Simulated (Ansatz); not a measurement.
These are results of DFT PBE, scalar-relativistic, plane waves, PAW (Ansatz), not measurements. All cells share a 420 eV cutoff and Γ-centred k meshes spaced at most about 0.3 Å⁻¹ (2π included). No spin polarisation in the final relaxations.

These are static total energies at zero pressure.

Two relaxed structures of Li2ZnO2:

A.

```
Li Zn O
1.0
     5.61356    0.00000    0.00000
     0.00000    5.61356    0.00000
     0.00000    0.00000    2.92416
Li Zn O
4 2 4
Direct
  0.63522 0.13522 0.50000
  0.36478 0.86478 0.50000
  0.13522 0.36478 0.50000
  0.86478 0.63522 0.50000
  0.50000 0.50000 0.00000
  0.00000 0.00000 0.00000
  0.18590 0.68590 0.00000
  0.81410 0.31410 0.00000
  0.68590 0.81410 0.00000
  0.31410 0.18590 0.00000
```

B.

```
Li Zn O
1.0
     3.15972    0.00000    0.00000
    -1.57986    2.73640    0.00000
     0.00000    0.00000    5.17794
Li Zn O
2 1 2
Direct
  0.66667 0.33333 0.64050
  0.33333 0.66667 0.35950
  0.00000 0.00000 0.00000
  0.66667 0.33333 0.24067
  0.33333 0.66667 0.75933
```

Question: Which is lower in energy, and by how much?

Answer: B is lower, by 271 meV/atom. A has space group P4/mbm (No. 127), 9.2 Å³/atom and a gap of 0.06 eV on its mesh; B has space group P-3m1 (No. 164), 9.0 Å³/atom and a gap of 2.93 eV. Counting O atoms around Li and Zn (those within 1.25 times the shortest such distance or 1.15 times the sum of covalent radii, 1.27 where that leaves under three; a plus sign parts nearer from farther groups), A has Li 2+4, Zn 4 and B has Li 4, Zn 6. In A, Li is surrounded by 2 O at 2.04 Å, 1 Li at 2.15 Å, 4 O at 2.34 Å and 4 Zn at 2.63 Å; around Zn lie 4 O at 2.05 Å and 8 Li at 2.63 Å; around O lie 2 Li at 2.04 Å, 2 Zn at 2.05 Å and 4 Li at 2.34 Å. In B, around Li lie 3 O at 1.93 Å, 1 O at 2.07 Å, 3 Li at 2.33 Å and 3 Zn at 2.61 Å; around Zn lie 6 O at 2.21 Å and 6 Li at 2.61 Å; O is surrounded by 3 Li at 1.93 Å, 1 Li at 2.07 Å and 3 Zn at 2.21 Å. Both come from invented guesses.

Kohn–Sham gaps at this level usually fall short of measured ones. With atoms moved at random, P-3m1 came back. Other cells relaxed within their symmetry can be saddle points.
